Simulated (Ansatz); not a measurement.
**MgS, a database entry at a rescaled volume**

```
CELL_PARAMETERS angstrom
0.00000 2.58721 2.58721
2.58721 0.00000 2.58721
2.58721 2.58721 0.00000
ATOMIC_POSITIONS crystal
Mg 0.00000 0.00000 0.00000
S 0.50000 0.50000 0.50000
```

Level: PBE, spin-orbit coupling; 420 eV; 9×9×9 Γ-centred mesh; fermi-dirac occupations (width 0.1 eV); Ansatz 0.2.0, fixed geometry.

The state carries no moments; the state need not be the lowest.

Task: Which orbitals make up the band edges?

Result: Within 0.7 eV of the edges, the states project mainly on S p (98 %) below the gap and on Mg s (83 %) above it.

Task: Which element gives electrons and which takes them?

Result: Bader charges in e: Mg +1.67, S -1.67. In the mean Mg gives up most and S takes most.

Task: Is there a gap, and of what kind?

Result: The gap is 2.79 eV, indirect (the least direct gap found is 3.82 eV).

Task: Is the cell too large or too small?

Result: The pressure is 2.5 GPa (compression positive), so with the atoms held at these fractions the cell would first expand.

Origin: a database entry at a rescaled volume.
